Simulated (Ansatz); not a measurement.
Two states of LiGd₂ScF₆

```
Gd Sc F Li
1.0
     0.00000    3.99884    3.99884
     3.99884    0.00000    3.99884
     3.99884    3.99884    0.00000
Gd Sc F Li
2 1 6 1
Direct
  0.25000 0.25000 0.25000
  0.75000 0.75000 0.75000
  0.00000 0.00000 0.00000
  0.76580 0.23420 0.23420
  0.23420 0.76580 0.23420
  0.23420 0.76580 0.76580
  0.76580 0.23420 0.76580
  0.23420 0.23420 0.76580
  0.76580 0.76580 0.23420
  0.50000 0.50000 0.50000
```

The numbers come from plane-wave PAW DFT (Ansatz): r2SCAN, 500 eV, 5×5×5 Γ-centred k points, fermi-dirac occupations (width 0.1 eV). Nothing was relaxed.

State A: Gd1 down, Gd2 up (collinear spin). State B: Gd1 down, Gd2 down (collinear spin).

Task: Compare the two self-consistent states.

Result: State B is lower by 38.2 meV an atom at zero smearing; in free energy at this smearing B lies -39.6 meV an atom from A.

```json
{"state": "A", "free energy (meV/atom)": "39.6", "largest moment in a small sphere (μB)": "7.47", "net moment (μB/cell)": "0.00", "gap on mesh (eV)": "metal", "pressure (GPa)": "17.7", "largest force (eV/Å)": "3.40"}
{"state": "B", "free energy (meV/atom)": "0.0", "largest moment in a small sphere (μB)": "7.47", "net moment (μB/cell)": "17.18", "gap on mesh (eV)": "metal", "pressure (GPa)": "19.3", "largest force (eV/Å)": "3.36"}
```

Origin: a known structure type with other elements, at an estimated volume, so it need not be a known compound. Caveats: semilocal functionals often miss the gap of such magnets; atoms or cell far from equilibrium; f shells without a U or exact exchange are poorly placed.
